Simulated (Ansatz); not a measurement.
Relaxation of a generated cell, SnSe placed in the MnP structure type; 8 atoms in the cell, which starts as Pnma (No. 62), oP8; a = 6.1179 Å, b = 3.7119 Å, c = 6.8901 Å, α = β = γ = 90.00°. All values below come from r2SCAN (plane waves to 500 eV, PAW, scalar-relativistic; Ansatz, an electronic-structure program). Γ-centred k-mesh 4×6×4 on the run's cell (coarser than for final values), Fermi–Dirac smearing 0.05 eV. This is the first round of the run. 

The optimiser's lines from the output (shortened; P is positive under compression):

```
relax step   1: F+E_penalty+E_count = -46063.61517087 eV  Δ(F+E_penalty+E_count) = +0.000e0 eV  max|allowed force component| = 5.382e-1 eV/Å  Δτ_max = 0.0000 Å  P = +34.642 GPa  Ω = 156.468 Å³  (9 SCF iters, dr2 threshold 1.00e-7 eV, accepted)
relax step   2: F+E_penalty+E_count = -46066.88082119 eV  Δ(F+E_penalty+E_count) = -3.266e0 eV  max|allowed force component| = 3.757e-1 eV/Å  Δτ_max = 0.0180 Å  P = +17.585 GPa  Ω = 176.308 Å³  (9 SCF iters, dr2 threshold 8.00e-7 eV, accepted)
relax step   3: F+E_penalty+E_count = -46068.69434585 eV  Δ(F+E_penalty+E_count) = -1.814e0 eV  max|allowed force component| = 4.018e-1 eV/Å  Δτ_max = 0.0753 Å  P = +8.054 GPa  Ω = 195.830 Å³  (7 SCF iters, dr2 threshold 8.00e-7 eV, accepted)
relax step   4: F+E_penalty+E_count = -46069.60566590 eV  Δ(F+E_penalty+E_count) = -9.113e-1 eV  max|allowed force component| = 3.437e-1 eV/Å  Δτ_max = 0.1011 Å  P = +2.857 GPa  Ω = 211.969 Å³  (9 SCF iters, dr2 threshold 8.00e-7 eV, accepted)
relax step   5: F+E_penalty+E_count = -46070.00261905 eV  Δ(F+E_penalty+E_count) = -3.970e-1 eV  max|allowed force component| = 2.165e-1 eV/Å  Δτ_max = 0.1215 Å  P = +1.228 GPa  Ω = 217.247 Å³  (8 SCF iters, dr2 threshold 8.00e-7 eV, accepted)
relax step   6: F+E_penalty+E_count = -46070.06365003 eV  Δ(F+E_penalty+E_count) = -6.103e-2 eV  max|allowed force component| = 2.234e-2 eV/Å  Δτ_max = 0.1010 Å  P = -0.741 GPa  Ω = 223.667 Å³  (7 SCF iters, dr2 threshold 8.00e-7 eV, accepted)
relax step   7: F+E_penalty+E_count = -46070.07747540 eV  Δ(F+E_penalty+E_count) = -1.383e-2 eV  max|allowed force component| = 9.622e-3 eV/Å  Δτ_max = 0.0090 Å  P = -0.044 GPa  Ω = 221.629 Å³  (6 SCF iters, dr2 threshold 8.00e-7 eV, accepted)
relax step   8: F+E_penalty+E_count = -46070.07760990 eV  Δ(F+E_penalty+E_count) = -1.345e-4 eV  max|allowed force component| = 1.367e-2 eV/Å  Δτ_max = 0.0015 Å  P = -0.003 GPa  Ω = 221.422 Å³  (6 SCF iters, dr2 threshold 8.11e-9 eV, accepted)
relax step   9: F+E_penalty+E_count = -46070.07928154 eV  Δ(F+E_penalty+E_count) = -1.672e-3 eV  max|allowed force component| = 6.233e-2 eV/Å  Δτ_max = 0.0176 Å  P = +0.311 GPa  Ω = 219.876 Å³  (7 SCF iters, dr2 threshold 1.17e-8 eV, accepted)
relax step  10: F+E_penalty+E_count = -46070.08649740 eV  Δ(F+E_penalty+E_count) = -7.216e-3 eV  max|allowed force component| = 1.360e-1 eV/Å  Δτ_max = 0.0276 Å  P = +0.710 GPa  Ω = 218.100 Å³  (6 SCF iters, dr2 threshold 3.30e-7 eV, accepted)
relax step  11: F+E_penalty+E_count = -46070.12117316 eV  Δ(F+E_penalty+E_count) = -3.468e-2 eV  max|allowed force component| = 2.802e-1 eV/Å  Δτ_max = 0.0632 Å  P = +1.792 GPa  Ω = 214.126 Å³  (8 SCF iters, dr2 threshold 8.00e-7 eV, accepted)
relax step  12: F+E_penalty+E_count = -46070.22793545 eV  Δ(F+E_penalty+E_count) = -1.068e-1 eV  max|allowed force component| = 2.360e-1 eV/Å  Δτ_max = 0.1240 Å  P = +3.930 GPa  Ω = 207.632 Å³  (7 SCF iters, dr2 threshold 8.00e-7 eV, accepted)
relax step  13: F+E_penalty+E_count = -46070.57193017 eV  Δ(F+E_penalty+E_count) = -3.440e-1 eV  max|allowed force component| = 9.693e-2 eV/Å  Δτ_max = 0.1324 Å  P = +2.533 GPa  Ω = 210.869 Å³  (7 SCF iters, dr2 threshold 8.00e-7 eV, accepted)
relax step  14: F+E_penalty+E_count = -46070.69916451 eV  Δ(F+E_penalty+E_count) = -1.272e-1 eV  max|allowed force component| = 1.269e-1 eV/Å  Δτ_max = 0.0638 Å  P = +1.092 GPa  Ω = 212.328 Å³  (7 SCF iters, dr2 threshold 8.00e-7 eV, accepted)
relax step  15: F+E_penalty+E_count = -46070.73845502 eV  Δ(F+E_penalty+E_count) = -3.929e-2 eV  max|allowed force component| = 6.850e-2 eV/Å  Δτ_max = 0.0250 Å  P = -0.025 GPa  Ω = 219.128 Å³  (6 SCF iters, dr2 threshold 8.00e-7 eV, accepted)
relax step  16: F+E_penalty+E_count = -46070.73977931 eV  Δ(F+E_penalty+E_count) = -1.324e-3 eV  max|allowed force component| = 3.495e-2 eV/Å  Δτ_max = 0.0227 Å  P = +0.071 GPa  Ω = 219.874 Å³  (6 SCF iters, dr2 threshold 2.93e-7 eV, accepted)
relax step  17: F+E_penalty+E_count = -46070.70762812 eV  Δ(F+E_penalty+E_count) = +3.215e-2 eV  max|allowed force component| = 2.805e-1 eV/Å  Δτ_max = 0.0354 Å  P = +1.178 GPa  Ω = 216.950 Å³  (7 SCF iters, dr2 threshold 2.03e-7 eV, rejected (line search))
relax step  18: F+E_penalty+E_count = -46070.74166228 eV  Δ(F+E_penalty+E_count) = -1.883e-3 eV  max|allowed force component| = 2.666e-3 eV/Å  Δτ_max = 0.0084 Å  P = -0.015 GPa  Ω = 220.398 Å³  (11 SCF iters, accepted)
relax step  19: F+E_penalty+E_count = -46070.74169578 eV  Δ(F+E_penalty+E_count) = -3.350e-5 eV  max|allowed force component| = 1.796e-3 eV/Å  Δτ_max = 0.0022 Å  P = +0.002 GPa  Ω = 220.326 Å³  (6 SCF iters, dr2 threshold 2.67e-9 eV, accepted)
relax step  20: F+E_penalty+E_count = -46070.80698626 eV  Δ(F+E_penalty+E_count) = -6.529e-2 eV  max|allowed force component| = 1.035e-3 eV/Å  Δτ_max = 0.0000 Å  P = +0.449 GPa  Ω = 220.326 Å³  stress off target by 1.18e0 GPa  SCF on the basis re-selected at this cell (its energy is not comparable with the rows above)  (9 SCF iters)
relax step  21: F+E_penalty+E_count = -46070.82757576 eV  Δ(F+E_penalty+E_count) = -2.059e-2 eV  max|allowed force component| = 1.048e-1 eV/Å  Δτ_max = 0.0231 Å  P = -0.070 GPa  Ω = 222.372 Å³  (6 SCF iters, dr2 threshold 8.00e-7 eV, accepted)
relax step  22: F+E_penalty+E_count = -46070.84000161 eV  Δ(F+E_penalty+E_count) = -1.243e-2 eV  max|allowed force component| = 4.076e-2 eV/Å  Δτ_max = 0.0439 Å  P = -0.031 GPa  Ω = 224.976 Å³  (6 SCF iters, dr2 threshold 6.86e-7 eV, accepted)
relax step  23: F+E_penalty+E_count = -46070.84302539 eV  Δ(F+E_penalty+E_count) = -3.024e-3 eV  max|allowed force component| = 1.008e-2 eV/Å  Δτ_max = 0.0427 Å  P = +0.018 GPa  Ω = 226.803 Å³  (7 SCF iters, dr2 threshold 1.04e-7 eV, accepted)
relax step  24: F+E_penalty+E_count = -46070.84319584 eV  Δ(F+E_penalty+E_count) = -1.704e-4 eV  max|allowed force component| = 7.407e-3 eV/Å  Δτ_max = 0.0038 Å  P = -0.037 GPa  Ω = 226.688 Å³  (6 SCF iters, dr2 threshold 1.44e-8 eV, accepted)
relax step  25: F+E_penalty+E_count = -46070.84324854 eV  Δ(F+E_penalty+E_count) = -5.270e-5 eV  max|allowed force component| = 3.813e-3 eV/Å  Δτ_max = 0.0038 Å  P = +0.004 GPa  Ω = 226.491 Å³  (7 SCF iters, dr2 threshold 5.88e-9 eV, accepted)
relax step  26: F+E_penalty+E_count = -46070.84357879 eV  Δ(F+E_penalty+E_count) = -3.303e-4 eV  max|allowed force component| = 3.777e-3 eV/Å  Δτ_max = 0.0000 Å  P = +0.004 GPa  Ω = 226.491 Å³  stress off target by 2.07e-2 GPa  SCF on the basis re-selected at this cell (its energy is not comparable with the rows above)  (6 SCF iters)
relax step  27: F+E_penalty+E_count = -46070.84359622 eV  Δ(F+E_penalty+E_count) = -1.743e-5 eV  max|allowed force component| = 7.088e-4 eV/Å  Δτ_max = 0.0008 Å  P = -0.000 GPa  Ω = 226.467 Å³  (5 SCF iters, dr2 threshold 1.07e-9 eV, accepted)
relax step  28: F+E_penalty+E_count = -46070.84359618 eV  Δ(F+E_penalty+E_count) = +3.484e-8 eV  max|allowed force component| = 7.081e-4 eV/Å  Δτ_max = 0.0000 Å  P = -0.000 GPa  Ω = 226.467 Å³  stress off target by 1.14e-3 GPa  SCF on the basis re-selected at this cell (its energy is not comparable with the rows above)  (4 SCF iters)
```

From the first to the last row the energy changes by -0.90 eV/atom and the volume by +44.7 %. The last row is marked as not comparable with the walk above it, whose basis was carried along; it does compare with step 1, since both stand on a basis selected at the nominal cutoff for their own cell.

Energy and pressure jump between steps 19 and 20 at one geometry, where the plane-wave basis was selected anew. While the cell walks, the set of plane waves is carried along, so its effective cutoff drifts with the strain; re-selecting it at 500 eV moved the energy by -0.008 eV/atom and the pressure by 0.4 GPa. Only step 1 and rows on a re-selected basis compare with each other.

Step 17 was rejected by the optimiser.

Later rounds, restarted from the end of this one on a renewed k-mesh, logged 6 more steps and released under 0.01 eV/atom more. The final structure after all rounds: Pnma (No. 62), oP8; a = 8.6814 Å, b = 4.0762 Å, c = 6.4057 Å, α = β = γ = 90.00°. Between re-selections the logged energies stand on a plane-wave basis carried along with the cell. No spin polarisation in the result.

The run could not lose the symmetry of its start.

The first start was generated by placing the elements on the sites of a structure type. A measured structure of SnSe has the same space group, Pnma (No. 62); the sites were not compared with it.
